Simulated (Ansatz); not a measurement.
The start is a generated cell, Sr placed in the simple-cubic structure type. The structure is fully relaxed (lattice and positions, P = 0) with r2SCAN (plane waves to 500 eV, PAW, scalar-relativistic; Ansatz, an electronic-structure program). The first steps use a coarse 8×8×8 k-mesh.

The start:
```
CELL_PARAMETERS angstrom
      3.97762     0.00000     0.00000
      0.00000     3.97762     0.00000
      0.00000     0.00000     3.97762
ATOMIC_POSITIONS crystal
  Sr 0.00000 0.00000 0.00000
```

| Property | Value |
|---|---|
| Outcome | The space group stays Pm-3m (No. 221) (the run could not lower it); the end is simple cubic type, with 1 atom in the primitive cell |
| Energy released | 0.02 eV/atom |
| Volume change | -12.2 %, from 62.93 to 55.25 Å³/atom |
| Band gap at the end | no gap (metallic) |
| Optimiser moves | 6 |

Relaxed structure:

Space group Pm-3m (No. 221); a = 3.809 Å, b = 3.809 Å, c = 3.809 Å, α = 90.00°, β = 90.00°, γ = 90.00°

```tsv
atom	site	symmetry	x	y	z
Sr	1a	m-3m	0.0000	0.0000	0.0000
```

Final values are on a 12×12×12 k-mesh of the relaxed cell. No spin polarisation in the result.

The run could not lose the symmetry of its start, so the end can be a saddle point.

The relaxed structure here is a generated cell of Sr: the first start was made by placing the elements on the sites of a structure type, and the end was not matched to a known phase here, so it may be hypothetical. Known forms of Sr include space group No. 225.
